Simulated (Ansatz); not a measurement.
ZnSe (zinc blende, F-43m), the program Ansatz at the LDA level (PAW): ε∞ = 7.52, cell volume 43.15 Å³. Infrared-active transverse modes:

```tsv
ω_TO (cm⁻¹)	oscillator strength S_xx (e²/amu)
217.9	0.1088
```

Task: Compute the static dielectric constant.

Result: Each mode adds (4.921e7/V) S/ω²: 2.62. So ε0 = 10.1.

Task: What LO frequency does the Lyddane–Sachs–Teller relation give?

Result: ω_LO = ω_TO √(ε0/ε∞) = 253 cm⁻¹.

The LDA relaxation kept the symmetry of its start; phonons on a q-mesh show no instability. Scalar-relativistic: spin–orbit coupling is off unless named, which matters more the heavier the elements.

Potentials: the later of the program's two PAW sets.
